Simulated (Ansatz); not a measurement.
**Phonon dispersion of GaO**

Level of theory: DFT PBEsol, scalar-relativistic, plane waves, PAW in Ansatz. Cutoff 420 eV, 12×12×12 k-points (Γ-centred), fixed occupations. No spin polarisation. Phonons by linear response, acoustic sum rule imposed.

The cell, relaxed at this level:
```
Ga O
1.0
     1.53736    0.88759    6.40755
    -1.53736    0.88759    6.40755
     0.00000   -1.77519    6.40755
Ga O
2 2
Cartesian
  0.0000 0.0000 17.9838
  0.0000 0.0000 1.2389
  0.0000 0.0000 4.4499
  0.0000 0.0000 14.7727
```

This structure is a trial: an element of a database structure was replaced and the cell relaxed, so another structure or a mixture of phases may lie lower. The crystal is built of layers and no dispersion correction was added, so the binding between them is poorly described, and with it their spacing and whatever depends on it. The q mesh is coarse, so values between its points are rough.

Force constants from linear response on a 3×3×3 q mesh.

Question: Is the structure dynamically stable on the q mesh?

Answer: Yes, on this mesh: no mode is imaginary.

Question: Give the frequencies (cm⁻¹) at the points of high symmetry.

Answer:
```tsv
point	q	frequencies
T	0.500 0.500 0.500	42 42 42 74 74 201 469 469 475 475 494 498
H2	0.821 0.179 0.500	89 176 180 218 221 228 422 422 504 527 542 561
H0	0.500 -0.179 0.179	89 176 180 218 221 228 422 422 504 527 542 561
L	0.500 0.000 0.000	95 136 164 166 207 247 429 447 479 493 531 596
S0	0.340 -0.340 0.000	90 178 178 218 222 228 422 423 503 528 542 560
S2	0.660 0.000 0.340	90 178 178 218 222 228 422 423 503 528 542 560
F	0.500 0.000 0.500	77 146 158 184 217 244 424 448 484 487 530 595
```

Cost: 1 run of about 77 core-minutes, on Intel Xeon 6975P-C (Granite Rapids) (shared hosts).